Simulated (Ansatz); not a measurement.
Calculated with Ansatz: TiSiO, settings compared

Input:

```yaml
crystal:
  lattice:
    - [3.44598076, 0.0, 0.0]
    - [0.0, 3.05914959, 0.0]
    - [0.0, 0.0, 7.32248103]
  atoms:
    - { symbol: O, position: [0.75, 0.75, 0.9446] }
    - { symbol: O, position: [0.25, 0.25, 0.0554] }
    - { symbol: Si, position: [0.25, 0.25, 0.66804] }
    - { symbol: Si, position: [0.75, 0.75, 0.33196] }
    - { symbol: Ti, position: [0.25, 0.75, 0.88068] }
    - { symbol: Ti, position: [0.75, 0.25, 0.11932] }
  symmetry: { tolerance: 0.0003 }
kpoints:
  mp_grid: { grid: [5, 6, 3], shift: [0, 0, 0] }
magnetization:
  spin_polarized: false
scf:
  occupations: { method: fermi_dirac }
hamiltonian:
  pseudopotentials: { kind: paw }
  xc: r2scan
basis:
  ecutwfc: 500
output:
  forces: true
  stress: true
  eigenvalues: true
```

Launch command:

```bash
ansatz run input.yaml --threads 1 --pin off --max-ram 2560MiB --backend cpu --events-out ev --progress --plain --runs-dir out
```

Origin of the cell: a known structure type with other elements, at an estimated volume, so it need not be a known compound.

The smearing width isn't typed, so it takes its default of 0.1 eV.

Output of this run (shortened):

```
Pseudopotentials: kind: paw
Pseudopotential: O, paw, valence charge 6, recommended cutoff 500 eV (meta_gga), O.paw.azcp
Pseudopotential: Si, paw, valence charge 4, recommended cutoff 500 eV (meta_gga), Si.paw.azcp
Pseudopotential: Ti, paw, valence charge 12, recommended cutoff 500 eV (meta_gga), Ti.paw.azcp
Functional definition: r2SCAN
  exchange = r2scan_x(k0 = k0, k1 = k1, a1 = a1)
  correlation = r2scan_c
Crystal: 6 atoms, lattice volume = 77.192 Å³
Basis set: ecut = 500 eV, 1989 PW (Γ), exchange–correlation on 108×96×216 points (64 copies of the dense FFT grid, shifted against one another)
Bands: 28, of which v1, the nominal top of the filled ones, is band 22 counted from 1 (21 counted from 0)
Symmetry: 8 space group operations
[… 11 lines left out …]
Initial density: superposition of atomic densities (neutral atoms: chi_scale 0, normalization atom), corrected by the library's trained network
Functional: x = r2scan, c = r2scan; τ floored in thin density (d = 2e-4 eV/Å³)
SCF iter   1: F=—  HF=-7421.022561 eV  Δρ=3.05e-2  dr2=1.15e0  dr2_τ=3.91e-1
SCF iter   2: F=—  HF=-7421.112282 eV  Δρ=8.68e-3  dr2=3.45e-2  dr2_τ=2.16e-2
SCF iter   3: F=—  HF=-7421.121127 eV  Δρ=4.66e-3  dr2=1.71e-2  dr2_τ=6.50e-4
SCF iter   4: F=—  HF=-7421.123197 eV  Δρ=2.04e-3  dr2=4.26e-3  dr2_τ=1.79e-4
SCF iter   5: F=—  HF=-7421.123015 eV  Δρ=4.82e-4  dr2=4.25e-4  dr2_τ=2.11e-5
SCF iter   6: F=—  HF=-7421.123064 eV  Δρ=2.13e-4  dr2=8.14e-5  dr2_τ=1.92e-6
SCF iter   7: F=—  HF=-7421.123078 eV  Δρ=4.46e-5  dr2=1.48e-6  dr2_τ=4.81e-8
SCF iter   8: F=—  HF=-7421.123080 eV  Δρ=1.64e-5  dr2=3.13e-7  dr2_τ=9.77e-9
SCF iter   9: F=-7421.123080 eV  HF=-7421.123080 eV  Δρ=6.32e-6  dr2=5.49e-8  dr2_τ=1.19e-9
SCF 1 converged in 9 iterations: F = -7421.123080 eV  dr2 = 5.49e-8
SCF converged after 9 iterations
Free energy (F): -7421.123080 eV
Harris-Foulkes:  -7421.123080 eV  (|F-HF|=3.24e-8)
Internal energy: -7420.978852 eV  (E = F + TS)
E sigma→0 (E₀):  -7421.050966 eV
Entropy (-TS):   -0.144228 eV (-24.038 meV/atom)
Fermi energy:    11.388935 eV
--- Per-component energies (eV) ---
  E_band       = -376.224824
  E_kinetic    = 1016.078698
  E_local      = -5664.829976  (includes V_loc(G=0)·N_el)
  E_nonlocal   = 164.131941
  E_hartree    = 2553.697626
  E_xc         = -444.702009
  E_vxc        = -589.502341  (∫ρ·V_xc dr)
  E_paw        = -3477.271882  (= ΣΔE_a)
  E_vpaw       = -445.687323  (= ΣTr[D̂ρ^β])
  E_aug_tail   = 0.002317  (compensation charges beyond the density's cutoff)
  E_vtau       = 36.169724  (kinetic-family band-sum trace: ∫τ·v_τ [+ j·A + Jᵃ·Aᵃ] dr)
  E_ewald      = -1567.361904
  E_core_change = -0.723662  (= ΣΔE_core)
  E_smearing   = -0.144228  (= −TS)
  Σ components = -7421.123080   (vs F -7421.123080, Δ=0.00e0)
--- Forces (eV/Å), atoms counted from 1 ---
  atom   1  O     -0.000000    -0.000000     0.525774
  atom   2  O      0.000000     0.000000    -0.525774
  atom   3  Si     0.000000    -0.000000    -7.978561
  atom   4  Si    -0.000000     0.000000     7.978561
  atom   5  Ti    -0.000000     0.000000     1.208828
  atom   6  Ti     0.000000    -0.000000    -1.208828
  max |Σ_I F_I| component: 8.88e-16 eV/Å
--- Stress (GPa, compression-positive) ---
       63.189449       0.000000      -0.000000
        0.000000      34.755756       0.000000
       -0.000000       0.000000      66.379104
  P = ⅓ Tr σ = 54.7748 GPa (547.748 kbar)
```

The same input was run again with these changes:

1. `scf.convergence.dr2_threshold` default → 1.0e-06; `kpoints.mp_grid.shift` [0, 0, 0] → [0.5, 0.5, 0.5]; `scf.lower_state_search` default → light
2. `basis.ecutwfc` 500 → "25.7 Ry"
3. `basis.ecutwfc` 500 → "450 eV"; `hamiltonian.pseudopotentials` { kind: paw } → { kind: nc }; `accuracy` default → medium
4. `scf.lower_state_search` default → "off"; `hamiltonian.dispersion` default → d3bjatm

| run | end | SCF iterations | P (GPa) | max force component (eV/Å) | moment (μB) | ΔE(σ→0) (meV/atom) |
| --- | --- | --- | --- | --- | --- | --- |
| base | converged | 9 | 54.77 | 7.979 | – | 0 |
| 1 | converged | 8 | 55.03 | 7.896 | – | -1.68 |
| 2 | converged | 9 | 54.70 | 7.976 | – | 29.60 |
| 3 | converged | 10 | 68.27 | 8.867 | – | – |
| 4 | converged | 9 | 53.44 | 7.962 | – | – |

Energies are compared only where functional, datasets, charge and starting cell are the same.

Not properties of the system: run 2 (too coarse or loose: `basis.ecutwfc` = "25.7 Ry").

Caveats of the base run: no moments, though an odd count or open d shells may carry them; the given cell is far from equilibrium, with atoms too close or a volume far off; the k mesh is coarse if the cell is a metal.

Run 1: the SCF threshold is loose for forces.
Run 2: the cutoff lies below the datasets' advice.
Run 3: the cutoff lies below the datasets' advice.

The base run took 4.6 s of wall time on 1 CPU thread(s) of a shared host, from the program's own first density.
